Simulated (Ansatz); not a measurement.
Consider the following.

LiC₆:
```cif
data_C6Li
_chemical_formula_sum 'Li1 C6'
_space_group_name_H-M_alt 'P 1'
_space_group_IT_number 1
_cell_length_a 4.30943
_cell_length_b 4.30943
_cell_length_c 3.65619
_cell_angle_alpha 90.000
_cell_angle_beta 90.000
_cell_angle_gamma 120.000
loop_
_space_group_symop_operation_xyz
  'x, y, z'
loop_
_atom_site_label
_atom_site_type_symbol
_atom_site_fract_x
_atom_site_fract_y
_atom_site_fract_z
_atom_site_occupancy
Li1 Li 0.00000 0.00000 0.00000 1
C1 C 0.00000 0.33360 0.50000 1
C2 C 0.00000 0.66640 0.50000 1
C3 C 0.66640 0.00000 0.50000 1
C4 C 0.33360 0.00000 0.50000 1
C5 C 0.66640 0.66640 0.50000 1
C6 C 0.33360 0.33360 0.50000 1
```

This is the PBEsol-relaxed structure.

Question: All from PBEsol (plane waves, PAW; program Ansatz), unless another level is named. Estimate the electronic character.

Answer: metallic (no gap).

Question: Give the formation energy from the elements (no fitted shifts).

Answer: -3.5 kJ/mol of atoms.

Question: And the density of states at the Fermi level?

Answer: 0.16 states/eV per atom (mean over ±0.08 eV).

Space group P6/mmm. The first step of the workflow began from a Materials Project structure, measured or hypothetical; the Crystallography Open Database copy checked does not list it. Its standing as an ambient phase is unchecked. Symmetry was held in the PBEsol relaxation; of distortions, only those at the zone centre were tested. The references are the lowest solids computed at this level, not always the standard phases.

Potentials: the later of the program's two PAW sets.
